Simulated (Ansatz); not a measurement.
Zr5F (P-6m2)

These are results of Ansatz 0.2.0, DFT PBE, scalar-relativistic, plane waves, PAW, not measurements.

Cutoff 420 eV; k points 12×12×4 on the computed 6-atom cell (Γ-centred); Gaussian smearing, width 0.10 eV; no spin polarisation.

The structure is relaxed at this level of theory with its symmetry kept, and needn't be the ground state of this composition.

Space group P-6m2 (No. 187). a = 3.196 Å, b = 3.196 Å, c = 13.936 Å, α = 90.00°, β = 90.00°, γ = 120.00°
| atom | site | symmetry | x | y | z |
| --- | --- | --- | --- | --- | --- |
| Zr | 2i | 3m. | 0.6667 | 0.3333 | 0.8710 |
| Zr | 2h | 3m. | 0.3333 | 0.6667 | 0.6895 |
| Zr | 1f | -6m2 | 0.6667 | 0.3333 | 0.5000 |
| F | 1c | -6m2 | 0.3333 | 0.6667 | 0.0000 |

Problem. Formation energy from the elements' standard states (uncorrected)?

Solution. -0.540 eV/atom.

Problem. Kohn–Sham band gap?

Solution. none (metal).

Problem. Density of states at the Fermi level?

Solution. 7.4 states/eV per cell.

Problem. Orbital (Löwdin) character within 0.5 eV of the Fermi level?

Solution. Zr 4d 89 %.

Problem. Bader charge by site (e)?

Solution. Zr (2 in the cell) 0.31, Zr (2 in the cell) 0.19, Zr (1 in the cell) -0.09, F (1 in the cell) -0.91.

Spin polarisation was left out, and a magnetic state may lie lower.

The cell was found from a structure generator's guess, not taken from experiment. Löwdin shares on free-atom orbitals overweight diffuse shells.
